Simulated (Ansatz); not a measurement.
LaN:
```xyz
2
Lattice="0.0000 2.7732 2.7732 2.7732 0.0000 2.7732 2.7732 2.7732 0.0000" Properties=species:S:1:pos:R:3 pbc="T T T"
N      1.3866     1.3866     1.3866
La     0.0000     0.0000     0.0000
```

Relaxed with PBEsol. Plane-wave PAW PBEsol (Ansatz code) gives a gap of 1.07 eV.

Problem. What gap does HSE06 give on the same cell (Ansatz, PAW)?

Solution. 2.20 eV, 1.13 eV more. The hybrid was solved on a coarser mesh and at special points; its gap is the smallest among all of these.

```
k  v1 PBEsol  c1 PBEsol  v1 HSE06  c1 HSE06
-  ---------  ---------  --------  --------
Γ      -2.08       1.07     -2.31      2.20
X       0.00       2.22         ?         ?
L      -0.60       2.51         ?         ?
W      -0.29       2.35         ?         ?
K      -0.33       2.05         ?         ?
```

Problem. Top valence (v1) and lowest conduction level (c1) in eV from each method's valence maximum (which need not be a listed point): supply the withheld HSE06 values.

Solution. 
- X, v1 HSE06: 0.00
- X, c1 HSE06: 3.25
- L, v1 HSE06: -0.66
- L, c1 HSE06: 3.90
- W, v1 HSE06: -0.23
- W, c1 HSE06: 3.30
- K, v1 HSE06: -0.32
- K, c1 HSE06: 3.02

Cost on shared cores: the PBEsol run (SCF on a 9×9×9 mesh, then bands and DOS) around 12 core-seconds (rough), the HSE06 run (SCF on 6×6×6, then a few points) about 110 core-seconds (a rough figure); the tasks are unlike.

Space group F-43m (zinc blende). The start of the workflow was typed in or built on a structure type; neither database checked (COD, Materials Project) lists it. COD files the formula under space group No. 225, so this cell is another polymorph or a model. Whether it is the stable phase at ambient conditions was not checked. Symmetry was held in the PBEsol relaxation; phonons on a q-mesh show no instability. Spin–orbit coupling is left out wherever it is not named.

Potentials: the later of the program's two PAW sets.
